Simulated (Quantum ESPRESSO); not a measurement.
## One change at a time to AlAu2Sn2Ti3

These are calculations, not measurements. They come from Quantum ESPRESSO 7.5, a public plane-wave density functional program. Each row is one single-point run on a made-up periodic cell of eight metal atoms, with elements, volume, strain and displacements drawn at random and not relaxed, so a cell may be unstable or far from any real phase. There is no spin polarisation or spin-orbit coupling.

Settings: PBE unless stated; PseudoDojo standard norm-conserving files; Fermi-Dirac width 0.25 eV, which means electrons at about 2900 K; cutoff 1143 eV; 8 x 5 x 3 k mesh shifted half a step off Gamma. E is the free energy of the whole cell (internal energy minus TS), so a -TS column is already part of it. Stress is positive in tension, and the pressure P is minus a third of its trace.

Checks: one run of this series was repeated at a higher cutoff and on a denser mesh, which moved values by no more than 0.009 eV, 0.04 GPa and 0.015 eV/Å, and a second program with other atomic files agreed on it to 2 % rms in force and 0.5 GPa in pressure. Known limits: the tin pseudopotential is less sure than most, with forces differing by about three percent from a second method on plain tin; heavy elements are run without spin-orbit coupling, which real alloys of them have; a spin test at this wide smearing found no moment, but such smearing suppresses magnetism that the real alloy may have.

The lattice is face-centred cubic, and the cell vectors in Å are (-0.028, 2.087, 2.087); (-4.200, 2.157, -2.100); (-4.069, -6.228, 6.282), a volume of 145.78 Å³ in run 1. The elements on sites 1 to 8 are Au Al Sn Ti Ti Sn Ti Au. Each later run makes one change to run 1 and keeps the rest. E is counted from run 1, and is n/a where other atomic files have another zero of energy.

```
run,change,V (Å³),P (GPa),-TS (eV),rms force (eV/Å),largest change of a force component (eV/Å),E (eV)
1,none,145.78,5.87,-1.356,0.942,0.000,0.000
2,sites 4 and 8 exchanged,145.78,5.93,-1.444,1.049,0.547,-0.270
3,all lengths scaled by -0.66 %,142.91,8.46,-1.327,0.993,0.139,?
4,LDA in place of PBE,145.78,-2.51,-1.377,0.881,0.199,n/a
5,Ta on site 5,145.78,7.51,-1.288,1.077,0.472,n/a
6,site 3 moved by +0.15 Å along y,145.78,6.30,-1.356,1.077,0.947,0.146
```

## Worked estimate

Along a uniform scaling dE = -P dV. The mean of the two pressures is 7.165 GPa and the volume changes by -2.87 Å³, with 160.2 GPa to one eV/Å³. The same two rows give -V dP/dV = 130 GPa for this cell with clamped atoms, which is not the bulk modulus of a real alloy.

## Withheld value

Question: what E should run 3 give?

The estimate is 0.128 eV. The calculation gave 0.128 eV.
